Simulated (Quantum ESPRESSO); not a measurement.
Band energies of Li₃Zn₂SbO₆

```xyz
12
Lattice="2.6599 -4.5854 0.0000 2.6599 4.5854 0.0000 -1.8282 0.0000 4.9436" Properties=species:S:1:pos:R:3 pbc="T T T"
Li     1.7458    -3.0254     2.4718
Li     1.7458     3.0254     2.4718
Li     1.7458     0.0000     2.4718
O      0.8228     1.4390     1.1646
O      2.6688    -1.4390     3.7790
O      2.6688     1.4390     3.7790
O      0.8228    -1.4390     1.1646
O     -0.1588     0.0000     3.8139
O      3.6504     0.0000     1.1297
Zn     2.6599    -1.5278     0.0000
Zn     2.6599     1.5278     0.0000
Sb     0.0000     0.0000     0.0000
```

LDA (pw.x of Quantum ESPRESSO, ONCV potentials, without SOC); path ΓYFHZIF1,H1Y1XΓN,MΓ; energies in eV from the valence-band maximum.

```
k (1/Å)  point  band 46  band 47  band 48  band 49  band 50  band 51  band 52  band 53
-------  -----  -------  -------  -------  -------  -------  -------  -------  -------
0.00         Γ    -0.82    -0.74    -0.54    -0.21    -0.16     2.40     5.66     5.75
0.45              -1.11    -0.97    -0.64    -0.44    -0.18     3.63     5.52     6.77
0.89         Y    -1.13    -0.86    -0.25    -0.23    -0.05     4.11     5.67     6.17
0.89         F    -1.31    -1.27    -0.53    -0.41    -0.19     4.26     6.19     6.31
1.07              -1.37    -0.99    -0.57    -0.38    -0.19     4.29     6.15     6.31
1.43              -1.09    -0.75    -0.47    -0.34    -0.18     4.18     5.71     6.02
1.78         H    -1.08    -0.78    -0.30    -0.17    -0.06     4.20     5.72     5.94
2.21              -1.12    -0.79    -0.61    -0.28    -0.07     3.83     5.71     6.23
2.42         Z    -1.10    -0.70    -0.70    -0.17    -0.12     3.58     5.70     5.89
2.59              -1.14    -0.75    -0.71    -0.25    -0.18     3.74     5.68     6.12
2.93              -1.39    -0.78    -0.78    -0.46    -0.43     4.25     5.93     6.65
3.10         I    -1.10    -1.07    -0.65    -0.64    -0.37     4.28     6.21     6.34
3.10        F1    -1.31    -1.27    -0.53    -0.41    -0.19     4.26     6.19     6.31
3.99        H1    -1.08    -0.78    -0.30    -0.17    -0.06     4.20     5.72     5.94
3.99        Y1    -1.13    -0.86    -0.25    -0.23    -0.05     4.11     5.67     6.17
4.37              -0.98    -0.68    -0.48    -0.18    -0.03     4.07     5.55     6.02
4.56         X    -0.89    -0.87    -0.26    -0.20    -0.02     4.10     5.59     5.92
4.74              -0.91    -0.84    -0.38    -0.20    -0.08     3.84     5.59     6.19
5.08              -0.81    -0.77    -0.56    -0.25    -0.21     2.67     5.73     5.94
5.25         Γ    -0.82    -0.74    -0.54    -0.21    -0.16     2.40     5.66     5.75
5.38              -0.87    -0.77    -0.56    -0.27    -0.16     2.56     5.69     5.81
5.65              -0.90    -0.79    -0.66    -0.51    -0.15     3.43     5.52     6.69
5.92              -0.97    -0.89    -0.65    -0.24    -0.11     4.09     5.76     6.08
6.05         N    -0.99    -0.95    -0.64    -0.14    -0.10     4.17     5.82     6.11
6.05         M    -0.92    -0.84    -0.70    -0.47    -0.29     4.20     5.75     6.11
6.34              -0.89    -0.86    -0.56    -0.44    -0.34     3.60     5.69     6.78
6.77         Γ    -0.82    -0.74    -0.54    -0.21    -0.16     2.40     5.66     5.75
```

The LDA gap is indirect, 2.40 eV, from 33 % of the way from H to Z to Γ; the smallest direct gap is 2.55 eV.

Spin-orbit coupling is left out, which matters for elements this heavy: edges can move by tenths of an eV.

Geometry of the Materials Project entry, not relaxed at this level.

The structure is a Materials Project entry; no match was found in the copy of COD used, and its stability was not checked.
